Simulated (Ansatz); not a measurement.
Relaxed-ion elastic tensor of Tc (hcp (Mg type), P6_3/mmc) in GPa (Voigt order), the program Ansatz at the r²SCAN+D4 level (PAW); density 11.51 g/cm³, 14.12 Å³ per atom.

|  | 1 | 2 | 3 | 4 | 5 | 6 |
|---|---|---|---|---|---|---|
| 1 | 513 | 250 | 207 | 0.0 | 0.0 | 0.0 |
| 2 | 250 | 513 | 207 | 0.0 | 0.0 | 0.0 |
| 3 | 207 | 207 | 569 | 0.0 | 0.0 | 0.0 |
| 4 | 0.0 | 0.0 | 0.0 | 140 | 0.0 | 0.0 |
| 5 | 0.0 | 0.0 | 0.0 | 0.0 | 140 | 0.0 |
| 6 | 0.0 | 0.0 | 0.0 | 0.0 | 0.0 | 132 |

**Question.** Is the crystal mechanically stable?

**Answer.** Yes: the smallest eigenvalue of C is 132 GPa.

**Question.** Work out the Voigt, Reuss and Hill averages.

**Answer.** K_V = 325, K_R = 325, K_H = 325; G_V = 144, G_R = 142, G_H = 143 GPa.

**Question.** Give Young's modulus, Poisson's ratio, Pugh's ratio and the universal anisotropy index.

**Answer.** E = 9KG/(3K + G) = 375 GPa; ν = 0.31; K/G = 2.27 (ductile by the Pugh limit of 1.75); A_U = 5G_V/G_R + K_V/K_R − 6 = 0.07.

**Question.** Estimate the sound speeds and the Debye temperature.

**Answer.** v_l = √((K + 4G/3)/ρ) = 6690 m/s, v_t = √(G/ρ) = 3530 m/s, mean 3940 m/s; Θ = (h/k)(3n/4πV)^(1/3) v_m = 486 K.

**Question.** How much does each axis shrink under pressure?

**Answer.** Linear compressibilities β_i = Σ_j S_ij (j = 1 to 3): x 1.0, y 1.0, z 1.0 per TPa.

The cell was relaxed with r²SCAN+D4 under the symmetry of its start. No spin polarisation was allowed. The pairwise dispersion correction was not fitted to metals. As this level gives no gap, shear constants depend on the k-mesh and smearing (Fermi–Dirac, 0.1 eV here).

Potentials: the later of the program's two PAW sets.
